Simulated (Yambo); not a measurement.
Yambo run on Sr2MoZnO6 (space group Fm-3m, No. 225). The wavefunctions are LDA (Quantum ESPRESSO, PseudoDojo norm-conserving, 84 Ry, no spin-orbit coupling) ones on a 2×2×2 mesh (45 occupied bands); a = 5.690 Å, b = 5.690 Å, c = 5.690 Å, α = 60.00°, β = 60.00°, γ = 60.00°.

Yambo input:

```
rim_cut
gw0
dyson
el_el_corr
HF_and_locXC
mpa
em1d
RandQpts= 1000000
RandGvec= 1 Ry
EXXRLvcs= 84 Ry
VXCRLvcs= 336 Ry
Chimod= "HARTREE"
% BndsRnXm
 6 | 209 |
%
NGsBlkXm= 7 Ry
% LongDrXm
 1.0 | 1.0 | 1.0 |
%
EnSampXm= "2l"
EnGridXm= "lP"
% EnRngeXm
 0.0 | 40.0 | eV
%
% ImRngeXm
 2.72114 | 27.21138 | eV
%
% DmRngeXm
 0.02721 | 2.72114 | eV
%
ETStpsXm= 8
IntSolXm= "PT"
% GbndRnge
 1 | 209 |
%
GTermKind= "none"
DysSolver= "n"
ExtendOut
% QPkrange
 2 | 2 | 45 | 45 |
 3 | 3 | 45 | 46 |
%
```

k points by index: 2 = L, 3 = X.

Resulting energies as the program prints them:

```
#    K-point    Band    Eo [eV]    E [eV]    E-Eo [eV]    Vxc [eV]    Vnlxc [eV]    Sc|Eo [eV]    Sc|E [eV]    dSc/dw|Eo [eV]    Re(Z)    Im(Z)
#
    2    45    0.000000    -0.381206    -0.381206    -23.35298    -28.90277    5.034612    5.168583    -9.546585    0.740245    -0.005476
    3    45    -0.130902    -0.289021    -0.158119    -19.62297    -24.69026    4.847486    4.909165    -10.57658    0.720071    -0.005102
    3    46    2.035794    3.365551    1.329757    -18.16937    -12.74530    -3.674214    -4.094314    -8.592345    0.759969    -0.005949
```
(The two width columns are left out.) Convergence of these settings isn't established.

Geometry of the Materials Project entry, not relaxed at this level.
